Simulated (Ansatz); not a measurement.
## Ansatz 0.2.0, settings compared: Y₂Tl

The input file (Ansatz 0.2.0, plane waves):

```yaml
crystal:
  lattice:
    - [5.416497, 0.0, 0.0]
    - [-2.708248, 4.690826, 0.0]
    - [0.0, 0.0, 6.74826]
  atoms:
    - { symbol: "Y", position: [0.3333, 0.6667, 0.75] }
    - { symbol: "Y", position: [0.6666, 0.3333, 0.25] }
    - { symbol: Tl, position: [0.3333, 0.6667, 0.25] }
    - { symbol: Tl, position: [0.6666, 0.3333, 0.75] }
    - { symbol: "Y", position: [0.0, 0.0, 0.0] }
    - { symbol: "Y", position: [0.0, 0.0, 0.5] }
  symmetry: { tolerance: 0.0003 }
kpoints:
  mp_grid: { grid: [4, 4, 3], shift: [0, 0, 0] }
magnetization:
  spin_polarized: false
scf:
  occupations: { method: methfessel_paxton, width: 0.0805 }
hamiltonian:
  pseudopotentials: { kind: paw }
  xc: pbe
basis:
  ecutwfc: 420
output:
  forces: true
  stress: true
  eigenvalues: true
```

The command:

```bash
ansatz run input.yaml --threads 1 --pin off --max-ram 2560MiB --backend cpu --events-out ev --progress --plain --runs-dir out
```

Origin of the cell: a known structure type with other elements, at an estimated volume, so it need not be a known compound.

Output of this run (shortened):

```
SCF iter   1: F=—  HF=-38284.756202 eV  Δρ=2.06e-3  dr2=9.82e-3
SCF iter   2: F=—  HF=-38284.757212 eV  S|Δr|=    0.00e0  Δρ=1.08e-3  dr2=1.73e-3
SCF iter   3: F=—  HF=-38284.757561 eV  S|Δr|=    0.00e0  Δρ=3.50e-4  dr2=1.81e-4
SCF iter   4: F=—  HF=-38284.757637 eV  S|Δr|=    0.00e0  Δρ=4.67e-5  dr2=4.04e-6
SCF iter   5: F=—  HF=-38284.757866 eV  S|Δr|=    0.00e0  Δρ=8.53e-6  dr2=1.29e-7
SCF iter   6: F=-38284.757866 eV  HF=-38284.757866 eV  S|Δr|=    0.00e0  Δρ=2.07e-6  dr2=8.60e-9
SCF 1 converged in 6 iterations: F = -38284.757866 eV  dr2 = 8.60e-9
SCF converged after 6 iterations
Stability not checked: this state was not tested for a lower state beside it, because cold or Methfessel-Paxton smearing, or corrected tetrahedra, fill the levels in a way that the test cannot read (fill_not_monotonic; […]
Free energy (F): -38284.757866 eV
Harris-Foulkes:  -38284.757866 eV  (|F-HF|=2.83e-9)
Internal energy: -38284.764036 eV  (E = F + TS)
E sigma→0 (E₀):  -38284.759408 eV
Entropy (-TS):   0.006170 eV (1.028 meV/atom)
Fermi energy:    10.984658 eV
--- Per-component energies (eV) ---
  E_band       = -395.740667
  E_kinetic    = 1892.459743
  E_local      = -4044.442978  (includes V_loc(G=0)·N_el)
  E_nonlocal   = 831.187775
  E_hartree    = 1386.316440
  E_xc         = -1154.060694
  E_vxc        = -1080.747316  (∫ρ·V_xc dr)
  E_paw        = -31634.913384  (= ΣΔE_a)
  E_vpaw       = -766.831887  (= ΣTr[D̂ρ^β])
  E_aug_tail   = 0.000081  (compensation charges beyond the density's cutoff)
  E_ewald      = -5561.311017
  E_smearing   = 0.006170  (= −TS)
  Σ components = -38284.757866   (vs F -38284.757866, Δ=0.00e0)
--- Forces (eV/Å), atoms counted from 1 ---
  atom   1  Y     -0.000000    -0.000000    -0.000000
  atom   2  Y      0.000000     0.000000     0.000000
  atom   3  Tl     0.000000    -0.000000    -0.000000
  atom   4  Tl     0.000000     0.000000     0.000000
  atom   5  Y      0.000000    -0.000000    -0.000000
  atom   6  Y      0.000000     0.000000     0.000000
  max |Σ_I F_I| component: 4.16e-17 eV/Å
--- Stress (GPa, compression-positive) ---
        0.202369       0.000000      -0.000000
        0.000000       0.202369      -0.000000
       -0.000000      -0.000000       0.985492
  P = ⅓ Tr σ = 0.4634 GPa (4.634 kbar)
```

The same input was run again with these changes:

1. `basis.xc_grid` default → 2; `hamiltonian.pseudopotentials` { kind: paw } → { kind: nc, accuracy: standard }
2. `crystal.symmetry` { tolerance: 0.0003 } → { detect: false }
3. `magnetization` { spin_polarized: false } → { spin_polarized: true } (starts: small); `scf.mixing.algorithm` default → anderson; `scf.mixing.beta` default → 0.2; `scf.mixing.ndim` default → 16; typed moments: Y1 0.2, Y2 0.2, Tl3 0.2, Tl4 0.2, Y5 0.2, Y6 0.2
4. `magnetization` { spin_polarized: false } → default; `crystal.atoms[0].spin` default → 2.0; `scf.max_iter` default → 75; typed moments: Y1 2

| run | end | SCF iterations | P (GPa) | max force component (eV/Å) | gap on mesh (eV) | moment (μB) | ΔE(σ→0) (meV/atom) |
| --- | --- | --- | --- | --- | --- | --- | --- |
| base | converged | 6 | 0.46 | 0.000 | none | – | 0 |
| 1 | converged | 8 | 0.26 | 0.000 | none | – | – |
| 2 | converged | 6 | 0.46 | 0.001 | none | – | 0.00 |
| 3 | converged | 19 | 0.15 | 0.000 | none | 1.47 | -3.68 |
| 4 | input refused | 0 | – | – | – | – | – |

Energies are compared only where functional, datasets, charge and starting cell are the same.

Caveats of the base run: no spin-orbit coupling, though heavy elements are present; the k mesh is coarse if the cell is a metal.

Run 1: the cutoff lies below the datasets' advice.
Run 3: one start, so the magnetic state may not be the lowest.

The base run took 2.7 s on 1 thread of Arm Neoverse V2 (shared host), peak memory 0.47 GiB, from the program's own first density.
